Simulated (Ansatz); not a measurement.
Values for one crystal, relaxed and computed with r²SCAN in the plane-wave PAW code Ansatz; other levels are named.

- Volume per atom: 16.50 Å³
- Electronic character: metallic (no gap)
- Formation energy from the elements (no fitted shifts): -0.42 eV/atom
- Density of states at the Fermi level: 0.38 states/eV per atom (mean over ±0.08 eV)

Pick the material that matches.
A) NiGe, Pnma (Ni on 4c, Ge on 4c)
B) Ta5Ge3, I4/mcm (Ta on 16l, Ta on 4c, Ge on 8h, Ge on 4a)
C) CeCuGe, P6_3/mmc (Ge on 2c, Ce on 2a, Cu on 2d)
D) LiLaGe2, Pnma (Ge on 4c, Ge on 4c, La on 4c, Li on 4c)

B, Ta5Ge3, I4/mcm (Ta on 16l, Ta on 4c, Ge on 8h, Ge on 4a)

The first step of the workflow began from a Materials Project structure, measured or hypothetical; the Crystallography Open Database copy checked does not list it. Its standing as an ambient phase is unchecked. The cell was relaxed with r²SCAN under the symmetry of its start; whether a distortion lowers the energy is not shown. No spin polarisation was allowed. The references are the lowest solids computed at this level, not always the standard phases. Scalar-relativistic: spin–orbit coupling is off unless named, which matters more the heavier the elements.

Potentials: the later of the program's two PAW sets.
